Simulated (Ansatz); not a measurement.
Values for one crystal, relaxed and computed with the program Ansatz at the PBEsol level (PAW); other levels are named.

* **Volume per atom**: 25.58 Å³
* **Electronic character**: metallic (no gap)
* **Debye temperature from the elastic constants**: 155 K
* **Hill bulk and shear moduli**: 57.0 and 21.3 GPa
* **Pressure derivative B′**: 4.9
* **Formation energy from the elements (no fitted shifts)**: -322 meV/atom
* **Mechanical stability**: stable (all eigenvalues of C positive)

Problem. Which compound is it?
A) Zr3Ag, Cu3Au type
B) HfTc, CsCl type
C) MnAu2, MoSi2 or CaC2 type
D) YTl3, Cu3Au type

Solution. D, YTl3, Cu3Au type

Space group Pm-3m (Cu3Au type). The workflow started from an entry of the Crystallography Open Database (COD). Whether it is the stable phase at ambient conditions was not checked. The PBEsol relaxation kept the symmetry of its start; whether a distortion lowers the energy is not shown. No spin polarisation was allowed. As this level gives no gap, shear constants depend on the k-mesh and smearing (Fermi–Dirac, 0.1 eV here). The references are the lowest solids computed at this level, not always the standard phases. Spin–orbit coupling is left out wherever it is not named.

Potentials: the later of the program's two PAW sets.
